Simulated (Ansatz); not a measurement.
Phonons of ZnSe (zinc blende) at Γ, L = (0.5, 0.0, 0.0), X = (0.5, 0.5, 0.0).

ZnSe (zinc blende)

```
CELL_PARAMETERS angstrom
      0.00000     2.83273     2.83273
      2.83273     0.00000     2.83273
      2.83273     2.83273     0.00000
ATOMIC_POSITIONS crystal
  Se 0.75000 0.75000 0.75000
  Zn 0.00000 0.00000 0.00000
```

All values below come from r2SCAN (plane waves to 500 eV, PAW, scalar-relativistic; Ansatz, a first-principles code). Harmonic phonons by density-functional perturbation theory on a 8×8×8 k mesh, in cm⁻¹; i marks imaginary ones, q is in fractions of the reciprocal vectors of the cell shown, and the three acoustic modes at Γ are left out. The non-analytic (LO-TO) term is not included, so polar modes at Γ have their transverse values. ZnSe was relaxed with its symmetry unable to fall.

```tsv
q	wavenumbers (cm⁻¹)
Γ	204 (×3)
L = (0.5, 0.0, 0.0)	55 (×2), 173, 206 (×2), 213
X = (0.5, 0.5, 0.0)	72 (×2), 195, 200, 210 (×2)
```

The structure shows no imaginary mode at these points (lowest 55 cm⁻¹ at L = (0.5, 0.0, 0.0)); other wave vectors were not tested.

Highest mode: 213 cm⁻¹ at L = (0.5, 0.0, 0.0).
